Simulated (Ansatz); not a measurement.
**Y6Ga4Pt13: field gradients at two levels of theory**

Cell: a refined structure from the COD, its atoms then relaxed with PBE in this cell.

Space group Im-3m (No. 229); a = 9.4465 Å.

```csv
site,Wyckoff,site symmetry,x,y,z
Y,12e,4m.m,0.2995,0.0000,0.0000
Ga,8c,.-3m,0.2500,0.2500,0.2500
Pt11,2a,m-3m,0.0000,0.0000,0.0000
Pt12,24h,m.m2,0.0000,0.3237,0.3237
```

One atom of each set is listed; the run and its k-mesh use a cell of 23 atoms with edges of 8.18, 8.18, 8.18 Å.

First run. The numbers come from a DFT calculation in Ansatz (PBE, plane waves and PAW, scalar-relativistic, 420 eV cutoff, Γ-centred 5×5×5 k-points, Fermi–Dirac smearing 0.05 eV).

```tsv
site	V_zz (10²¹ V/m²)	η
Y	2.70	0.00
Ga	12.76	0.00
Pt12	27.8	0.53
```

Second run. The same atoms and settings, except that the functional is r2SCAN and the cutoff is 500 eV.

(1) What does the second run give?

## Answers

(1) 

```csv
site,V_zz,η,change of V_zz
Y,2.98,0.00,+0.28
Ga,12.84,0.00,+0.08
Pt12,31.9,0.46,+4.09
```

The largest change of V_zz is on Pt12, from 27.8 to 31.9. In per cent, |V_zz| changes by +10 on Y, +1 on Ga, +15 on Pt (all sites that start above 2). Sites without a gradient aren't listed.

With no gap above 0.1 eV, as in a metal, the gradients converge slowly in k; expect changes of a tenth or more on a denser mesh. Spin–orbit coupling is left out, which shifts gradients on Pt by a few per cent in wide-gap crystals, and can shift them far more where the calculated gap is small or absent, as here.
For the first run: At this cell the PBE pressure is 6 GPa, so with PBE the cell would grow if it were relaxed.
For the second run: With these PAW files V_zz is typically within 2 to 3 % of all-electron values, but misses above 10 % occur on Pt.
